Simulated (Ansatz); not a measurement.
GaGeO$_{3}$:
```
CELL_PARAMETERS angstrom
      3.45209     0.00000     0.00000
      0.00000     3.45209     0.00000
      0.00000     0.00000     4.68958
ATOMIC_POSITIONS crystal
  Ga 0.50000 0.50000 0.61420
  Ge 0.00000 0.00000 0.20944
  O  0.00000 0.50000 0.43596
  O  0.50000 0.00000 0.43596
  O  0.50000 0.50000 0.99465
```

Relaxed with LDA. Special points in fractions of this cell's reciprocal vectors: Γ (0.000, 0.000, 0.000); X (0.000, 0.500, 0.000); M (0.500, 0.500, 0.000); Z (0.000, 0.000, 0.500); R (0.000, 0.500, 0.500); A (0.500, 0.500, 0.500).

Question: List the band energies nearest the Fermi level at these points for DFT-LDA in the program Ansatz with PAW potentials.

Answer: In eV from the Fermi level; about four levels below and three above (degenerate sets whole), none deeper than 8.9 eV; points with the same levels are listed once.

| k | below | above |
|---|---|---|
| Γ | -2.40 -2.40 -1.63 -1.63 -1.57 | 3.30 4.55 7.10 7.10 |
| X | -4.73 -3.71 -2.08 -1.42 | 1.00 4.17 6.15 |
| M | -2.92 -2.92 -1.64 -1.41 -1.14 | 5.83 6.57 6.57 |
| Z | -2.54 -2.54 -1.89 -1.89 -0.88 | 2.40 5.16 7.29 7.29 |
| R | -4.53 -2.62 -2.27 -1.77 | 0.82 5.56 5.60 |
| A | -1.74 -1.74 -1.41 -1.14 | 5.96 6.32 6.32 |

Space group P4mm. The start of the workflow was typed in or built on a structure type; neither database checked (COD, Materials Project) lists it. Whether it is the stable phase at ambient conditions was not checked. Symmetry was held in the LDA relaxation. At this level the phase is dynamically unstable (imaginary phonons). A crystal of weakly bound units computed without a dispersion correction: the cell and the soft elastic constants depend strongly on that. With an odd number of electrons in the cell and no spin polarisation, the count alone makes it a metal. Scalar-relativistic: spin–orbit coupling is off unless named, which matters more the heavier the elements.

Potentials: the later of the program's two PAW sets.
